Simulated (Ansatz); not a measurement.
PbS (rock salt)

```
PbS
1.0
    0.00000     5.97449     5.97449
    2.98725     0.00000     2.98725
    2.98725     2.98725     0.00000
S Pb
2 2
Direct
  0.00000   0.00000   0.00000
  0.50000   0.00000   0.00000
  0.25000   0.50000   0.50000
  0.75000   0.50000   0.50000
```

The atoms are displaced by Q × the pattern below (from a DFPT mode at L = (0.5, 0.0, 0.0), largest move 1; Q in Å), at fixed cell. It is one choice among 2 degenerate patterns. (q is in reciprocal vectors of the primitive cell; the cell shown is doubled to hold the pattern.)

```
atom       x       y       z
----  ------  ------  ------
Pb3    0.285  -0.520   0.805
Pb4   -0.285   0.520  -0.805
```

Atoms not listed stay in place.

Method: r2SCAN (plane waves to 500 eV, PAW, scalar-relativistic; Ansatz, a quantum-chemistry and plane-wave program). k mesh 5×10×10 (Γ-centred), Fermi-Dirac smearing 0.05 eV. PbS was relaxed with its symmetry unable to fall. Spin-orbit coupling is left out, though Pb is heavy.

At one point of the scan the forces (eV/Å) are:

```json
[
 {"atom": "S1", "Fx": "0.000", "Fy": "0.000", "Fz": "0.000"},
 {"atom": "S2", "Fx": "0.000", "Fy": "0.000", "Fz": "0.000"},
 {"atom": "Pb3", "Fx": "-0.091", "Fy": "0.170", "Fz": "-0.278"},
 {"atom": "Pb4", "Fx": "0.091", "Fy": "-0.170", "Fz": "0.278"}
]
```

Which point is it?
A) Q = 0.120 Å
B) Q = 0.030 Å
C) Q = 0.180 Å

C, Q = 0.180 Å

(A displaced cell: forces are minus the slopes of the energy, force constants its curvatures, and phonons follow from these.)
